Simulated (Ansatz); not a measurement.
NbP:
```
CELL_PARAMETERS angstrom
      3.10773     0.00000     0.00000
      0.00000     3.10773     0.00000
      0.00000     0.00000     3.10773
ATOMIC_POSITIONS crystal
  Nb 0.00000 0.00000 0.00000
  P  0.50000 0.50000 0.50000
```

Relaxed with r²SCAN. Special points in fractions of this cell's reciprocal vectors: Γ (0.000, 0.000, 0.000); X (0.000, 0.500, 0.000); M (0.500, 0.500, 0.000); R (0.500, 0.500, 0.500).

Problem. List the band energies nearest the Fermi level at these points for r²SCAN (plane waves, PAW; program Ansatz).

Solution. In eV from the Fermi level; about four levels below and three above (degenerate sets whole), none deeper than 8.9 eV; points with the same levels are listed once.

| k | below | above |
|---|---|---|
| Γ | -3.56 -3.56 -0.05 -0.05 -0.05 | 1.91 1.91 1.91 |
| X | -8.08 -2.62 -2.62 -2.32 | 2.47 3.58 5.05 |
| M | -4.93 -4.93 -2.95 -0.21 -0.21 | 1.62 2.67 3.86 |
| R | -8.67 -6.96 -6.96 -6.96 | 3.64 3.64 3.64 |

Space group Pm-3m (CsCl type). A made-up cell: these elements were put on the sites of a structure type; neither database checked (COD, Materials Project) lists it. COD files the formula under space group No. 141, so this cell is another polymorph or a model. Its standing as an ambient phase is unchecked. The cell was relaxed with r²SCAN under the symmetry of its start; its stability against distortions is not shown here. No spin polarisation was allowed. Scalar-relativistic: spin–orbit coupling is off unless named, which matters more the heavier the elements.

Potentials: the earlier of the program's two PAW sets.
